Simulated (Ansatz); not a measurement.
CoIrPt, first-principles data

CoIrPt:
```xyz
3
Lattice="2.7123 0.0000 0.0000 -1.3562 2.3490 0.0000 0.0000 0.0000 6.5504" Properties=species:S:1:pos:R:3 pbc="T T T"
Co     0.0000     0.0000     6.5137
Pt     0.0000     1.5660     2.1020
Ir     1.3562     0.7830     4.4851
```
The run is spin-polarised; directions of the spins, atom by atom: ↑ 0 0.

Space group P3m1 (No. 156); conventional cell a = b = 2.712 Å, c = 6.550 Å, α = β = 90.00°, γ = 120.00°.

Method: PBE (plane waves, PAW; program Ansatz). Geometry: relaxed at this level of theory. Other levels are named where they apply.

### Cell and energy

```
Property                                                       Value
-----------------------------------------------------  -------------
Volume per atom                                             13.91 Å³
Density                                                  17.76 g/cm³
Formation energy from the elements (no fitted shifts)  0.024 eV/atom
```

### Electronic structure

```
Quantity                                                                    Value
------------------------------------  -------------------------------------------
Electronic character                                            metallic (no gap)
Density of states at the Fermi level  1.5 states/eV per atom (mean over ±0.08 eV)
```

### Magnetism

```
Item                       Value
--------------  ----------------
Magnetic order     ferromagnetic
Net moment      0.71 μB per atom
```

The start of the workflow was typed in or built on a structure type; neither database checked (COD, Materials Project) lists it. Its standing as an ambient phase is unchecked. The PBE relaxation kept the symmetry of its start; whether a distortion lowers the energy is not shown. Spin order of the final state: ferromagnetic, the only order run, not a proven ground state. Axis ratios of metals converge slowly with the k-mesh, so a and c are less sure than the volume. The references are the lowest solids computed at this level, not always the standard phases. Scalar-relativistic: spin–orbit coupling is off unless named, which matters more the heavier the elements.

Potentials: the earlier of the program's two PAW sets.
